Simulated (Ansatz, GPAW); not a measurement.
# The net moment per atom of Mn3Al, sorted by core time

Symmetry: Fm-3m, No. 225, cubic system. Conventional cell: a = 5.716 Å, b = 5.716 Å, c = 5.716 Å, α = 90.00°, β = 90.00°, γ = 90.00°. Mn (site symmetry m-3m) has 8 Mn at 2.48 Å as nearest neighbours. Mn (site symmetry -43m) is surrounded by 4 Mn at 2.48 Å and 4 Al at 2.48 Å. Around Al (site symmetry m-3m) lie 8 Mn at 2.48 Å.

The cell comes from a database or a generator and needn't be the stable form of this composition.

| rung | level | program and potentials | cutoff (eV) | k mesh | smearing | core time | chip | net moment per atom (μB) | notes |
| --- | --- | --- | --- | --- | --- | --- | --- | --- | --- |
| GGA + U (3 eV) | PBEsol+U (Mn d U = 3 eV) | GPAW, PAW data sets generated for this functional | 600 | 7 × 7 × 7 | fermi-dirac 0.05 | 3.9 min | Arm Neoverse V2 | 2.58 | - |
| LDA | LDA | Ansatz, all-electron LAPW, scalar-relativistic | - | 8 × 8 × 8 | fermi-dirac 0.05 | 4 min | Intel Xeon Platinum 8488C Sapphire Rapids | 0.00 | - |
| GGA + U (2 eV) | PBEsol+U (Mn d U = 2 eV) | GPAW, PAW data sets generated for this functional | 600 | 7 × 7 × 7 | fermi-dirac 0.05 | 4 min | Arm Neoverse V2 | 2.29 | - |
| GGA + U (4 eV) | PBEsol+U (Mn d U = 4 eV) | GPAW, PAW data sets generated for this functional | 600 | 7 × 7 × 7 | fermi-dirac 0.05 | 4.3 min | Arm Neoverse V2 | 2.68 | - |
| GGA | PBEsol | Ansatz, all-electron LAPW, scalar-relativistic | - | 8 × 8 × 8 | fermi-dirac 0.05 | 4.4 min | Intel Xeon Platinum 8488C Sapphire Rapids | 0.00 | - |
| GGA | PBEsol | GPAW, PAW data sets generated for this functional | 600 | 7 × 7 × 7 | fermi-dirac 0.05 | 4.6 min | Arm Neoverse V2 | 0.63 | far from this level's other runs, on another mesh |
| GGA + U (1 eV) | PBEsol+U (Mn d U = 1 eV) | GPAW, PAW data sets generated for this functional | 600 | 7 × 7 × 7 | fermi-dirac 0.05 | 5.1 min | Arm Neoverse V2 | 1.46 | - |

Times are single runs on shared hosts and different chips, so they are rough; meshes, cutoffs and the tasks' sizes weigh on the time. Task: band structure. All rows: collinear spin, ferromagnetic start. Smearing widths are in eV. For a metal such meshes aren't converged. Meshes differ between rows, which moves values too. Meshes are those of the run's cell of 4 atoms unless a note names another. A magnetic state is the one that its parallel start led to; the crystal's real order can differ. Runs on faulty files, with rough fits or with known faults for this quantity aren't shown. PBE isn't shown for this crystal. No row holds spin-orbit coupling.

By rung: LDA 0.00; GGA + U (3 eV) 2.58; GGA + U (2 eV) 2.29; GGA + U (4 eV) 2.68; GGA 0.00 to 0.63; GGA + U (1 eV) 1.46 (μB).
